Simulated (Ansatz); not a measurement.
The start is a relaxed Al2O3 cell displaced along its unstable phonon at q = Γ (256i cm⁻¹), largest move 0.15 Å. The structure is fully relaxed (lattice and positions, P = 0) with PBE (plane waves to 420 eV, PAW, scalar-relativistic; Ansatz, a quantum-chemistry and plane-wave program). First-step values are on the input's coarse k-mesh.

Ansatz input (later rounds restart from its end on a renewed k-mesh):
Ansatz 0.2 input:
```yaml
crystal:
  lattice:
    - [5.5290753122, 0, 0]
    - [0, 5.5290753122, 0]
    - [0, 0, 2.824628502]
  atoms:
    - { symbol: O, position: [0, 0, 0] }
    - { symbol: O, position: [0.5, 0.5, 0] }
    - { symbol: O, position: [0.1442049653, 0.6442049653, 0.5502312027] }
    - { symbol: O, position: [0.6442049653, 0.8557950347, 0.4497687973] }
    - { symbol: O, position: [0.3557950347, 0.1442049653, 0.4497687973] }
    - { symbol: O, position: [0.8557950347, 0.3557950347, 0.5502312027] }
    - { symbol: Al, position: [0.2954953215, 0.7954953215, 0.0531043285] }
    - { symbol: Al, position: [0.7954953215, 0.7045046785, -0.0531043285] }
    - { symbol: Al, position: [0.2045046785, 0.2954953215, -0.0531043285] }
    - { symbol: Al, position: [0.7045046785, 0.2045046785, 0.0531043285] }
basis: { ecutwfc: 420, ecutrho_ratio: 4, xc_grid: 2, fft_grid_basis: typed }
kpoints: { mp_grid: { grid: [4, 4, 8] } }
hamiltonian:
  xc: pbe
  dispersion: none
  pseudopotentials: { azcp: { folder: ./paw }, kind: paw }
scf: { occupations: { method: fermi_dirac, width: 0.05 } }
relax: { f_tol: 0.01, max_steps: 100, cell: { stress_tol: 0.02 } }
output: { forces: true, stress: true }
```

| Property | Result |
|---|---|
| Largest initial force | 0.86 eV/Å, on Al7, Al8, Al9, Al10 (atoms numbered as listed) |
| Energy released | 0.23 eV/atom |
| Volume change | +6.1 %, from 8.64 to 9.16 Å³/atom |
| Relative to the parent | It does not go back: it reaches P-42₁m (No. 113), 0.275 eV/atom below the parent |
| Shortest distances (start → end) | The closest pairs of elements (up to four, under 3.6 Å), start → end: Al–O 1.84 → 1.82 Å; O–O 2.26 → 2.28 Å; Al–Al 2.82 → 3.01 Å |
| Band gap at the end | 1.91 eV, indirect (valence top at Z, conduction bottom at Γ) (no spin-orbit coupling) |
| Optimiser moves | 13 |

Relaxed structure:

Space group P-42₁m (No. 113); a = b = 5.3948 Å, c = 3.1486 Å, α = β = γ = 90.00°

```json
[
 {"atom": "O", "site": "2a", "symmetry": "-4..", "x": "0.0000", "y": "0.0000", "z": "0.0000"},
 {"atom": "O", "site": "4e", "symmetry": "..m", "x": "0.6495", "y": "0.1495", "z": "0.3458"},
 {"atom": "Al", "site": "4e", "symmetry": "..m", "x": "0.2952", "y": "0.2048", "z": "0.1973"}
]
```

Final values are on a 6×6×10 k-mesh of the relaxed cell. No spin polarisation in the result.

The run could not lose the symmetry of its start, so the end can be a saddle point.

The relaxed structure here is a generated cell of Al2O3: the first start was made by placing the elements on the sites of a structure type, and the end was not matched to a known phase here, so it may be hypothetical. Known forms of Al2O3 include space group No. 167.
